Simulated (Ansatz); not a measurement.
GeS (NiAs type), relaxed with HSE06 (Ansatz, a first-principles code, plane waves, PAW): a = 3.751 Å, b = 3.751 Å, c = 6.672 Å, α = 90.00°, β = 90.00°, γ = 120.00°.

- B₀ by P(V) fit (GPa) = 59.5

**Question.** The same phase is relaxed and computed with PBE in the same code. What are the cell and these values now?

**Answer.** a = 3.7770 Å, b = 3.7770 Å, c = 6.7028 Å, α = 90.00°, β = 90.00°, γ = 120.00°.

- B₀ by P(V) fit (GPa) = 56.2

Constructed cells (a structure type filled with these elements, in neither database checked): GeS, NiAs type. All cells were relaxed under the symmetry of their starts (and spin orders); stability against distortions was not tested throughout. Spin–orbit coupling is left out wherever it is not named.

Potentials: the later of the program's two PAW sets.

Ansatz is a plane-wave DFT program.
